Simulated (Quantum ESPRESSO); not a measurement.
## Mg2CaZnO4 (convergence and cost over cutoff and k mesh)

A calculation, not a measurement. The program is pw.x of Quantum ESPRESSO 7.5 (plane-wave density functional theory). The cell is made up: 8 atoms on a rocksalt lattice, with randomly drawn elements, strain and displacements, not relaxed. PseudoDojo standard norm-conserving files (v0.5 for PBE, v0.4.1 for LDA and PBEsol) set the functional; there is no spin polarisation, spin-orbit coupling or dispersion term, and the masses in the input are unused placeholders.

Input of the run in row 4:

```
&control calculation='scf', pseudo_dir='./dojo.nc.sr.pbe.v0_5.standard.upf', outdir='./o', disk_io='low', tprnfor=.true., tstress=.true. /
&system ibrav=0, nat=8, ntyp=4, nbnd=43, ecutwfc=84.00895049, nosym=.true., tot_charge=0,
 occupations='smearing', smearing='fd', degauss=0.0018374661
/
&electrons conv_thr=7.350e-09, electron_maxstep=60, /
ATOMIC_SPECIES
Ca 1.0 Ca.upf
Mg 1.0 Mg.upf
O 1.0 O.upf
Zn 1.0 Zn.upf
CELL_PARAMETERS angstrom
4.4647 -0.0416 -0.0115
-0.0416 4.4871 0.0216
-0.0115 0.0216 4.6023
ATOMIC_POSITIONS angstrom
Mg 0.0935 0.0192 0.0356
Ca -0.0049 2.2624 2.3245
Zn 2.1911 -0.0719 2.2435
Mg 2.1727 2.2341 0.0253
O 2.2575 0.0671 0.0189
O 2.1812 2.2432 2.2519
O 4.5049 0.0134 2.3025
O 4.402 2.1527 0.0217
K_POINTS automatic
4 4 4 1 1 1
```

The same cell was run at these settings. Meshes are shifted by half a step, and differences are from the last row, which is itself not exact.

```
cutoff (eV)     k mesh  k points solved  threshold (eV)  free energy less the last row's (eV)  pressure (GPa)  largest stress difference (GPa)  largest force difference (eV/Å)  iterations  wall time (s)  k-point pools              processor
        800  2 x 2 x 2                4           1e-04                                 3.194          -51.95                            47.84                            0.056           9              8              4  AMD EPYC, Zen 5 class
       1143  2 x 2 x 2                4           1e-07                                -0.025           -4.91                             0.41                            0.039          12             11              4  AMD EPYC, Zen 5 class
        633  4 x 4 x 4               32           1e-07                                32.016         -283.31                           278.90                            0.260          12             17              4  AMD EPYC, Zen 5 class
       1143  4 x 4 x 4               32           1e-07                                 0.001           -4.57                             0.04                            0.003          12             34              4  AMD EPYC, Zen 5 class
       1437  6 x 6 x 6              108           1e-07                                 0.000           -4.53                             0.00                            0.000          12            129              4  AMD EPYC, Zen 5 class
```

Each pool is one process. Wall times include start-up and a band step at six k points, which weighs most on the coarsest meshes. The runs were on shared virtual cores whose load varied, so times are rough.